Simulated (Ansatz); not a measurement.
Data:

Cl:
Space group Cmce (No. 64); a = 6.3695 Å, b = 4.0754 Å, c = 8.1932 Å, α = 90.00°, β = 90.00°, γ = 90.00°

```json
[
 {"atom": "Cl", "site": "8f", "symmetry": "m..", "x": "0.0000", "y": "0.3780", "z": "0.3932"}
]
```
(The calculation used a cell of 4 atoms; values per cell refer to that cell.)

This is the r²SCAN+D4-relaxed structure.

### Question
All from the program Ansatz at the r²SCAN+D4 level (PAW), unless another level is named. Estimate the band gap.

### Answer
2.62 eV (direct).

### Question
And the valence-band maximum?

### Answer
at Γ.

Symmetry was held in the r²SCAN+D4 relaxation. The substance is a gas or liquid at ambient conditions; this is its low-temperature solid.

Potentials: the earlier of the program's two PAW sets.
